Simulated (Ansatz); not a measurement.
SrZrO$_{3}$:
```
CELL_PARAMETERS angstrom
      2.90280     1.67593     4.70903
     -2.90280     1.67593     4.70903
      0.00000    -3.35186     4.70903
ATOMIC_POSITIONS crystal
  Sr 0.26698 0.26698 0.26698
  Sr 0.76698 0.76698 0.76698
  Zr 0.01163 0.01163 0.01163
  Zr 0.51163 0.51163 0.51163
  O  0.75301 0.18927 0.32939
  O  0.32939 0.75301 0.18927
  O  0.18927 0.32939 0.75301
  O  0.82939 0.68927 0.25301
  O  0.25301 0.82939 0.68927
  O  0.68927 0.25301 0.82939
```

Relaxed with PBEsol. PBEsol in the plane-wave PAW code Ansatz gives a gap of 3.76 eV.

### Question
What gap does HSE06 give on the same cell (Ansatz, PAW)?

### Answer
5.37 eV, 1.61 eV more. The hybrid was solved on a coarser mesh and at special points; the gap given is the minimum over both.

```
k   v1 PBEsol  c1 PBEsol  v1 HSE06  c1 HSE06
--  ---------  ---------  --------  --------
Γ       -0.06       3.76     -0.12      5.37
T       -0.53       5.38         …         …
L       -0.29       5.18         …         …
F        0.00       4.07         …         …
S0      -0.07       4.54     -0.09      6.20
H0      -0.32       4.92         …         …
```

### Question
Top valence (v1) and lowest conduction level (c1) in eV from each method's valence maximum (which need not be a listed point): supply the withheld HSE06 values.

### Answer

- H0, v1 HSE06: -0.34
- H0, c1 HSE06: 6.58
- L, v1 HSE06: -0.31
- L, c1 HSE06: 6.88
- F, v1 HSE06: 0.00
- F, c1 HSE06: 5.72
- T, v1 HSE06: -0.59
- T, c1 HSE06: 7.09

Cost on shared cores: the PBEsol run (SCF on a 6×6×6 mesh, then bands and DOS) around 2.9 core-minutes (rough), the HSE06 run (SCF on 4×4×4, then a few points) very roughly 5 core-minutes; the tasks are unlike.

Space group R3c. The start of the workflow was typed in or built on a structure type; neither database checked (COD, Materials Project) lists it. COD files the formula under space group No. 62, 63, 221. Its standing as an ambient phase is unchecked. The PBEsol relaxation kept the symmetry of its start; whether a distortion lowers the energy is not shown. The run is not spin-polarised. Spin–orbit coupling is left out wherever it is not named.

Potentials: the earlier of the program's two PAW sets. The files were generated under PBE; for other functionals the program regenerates the frozen cores, and for LDA and PBEsol the local potential too.
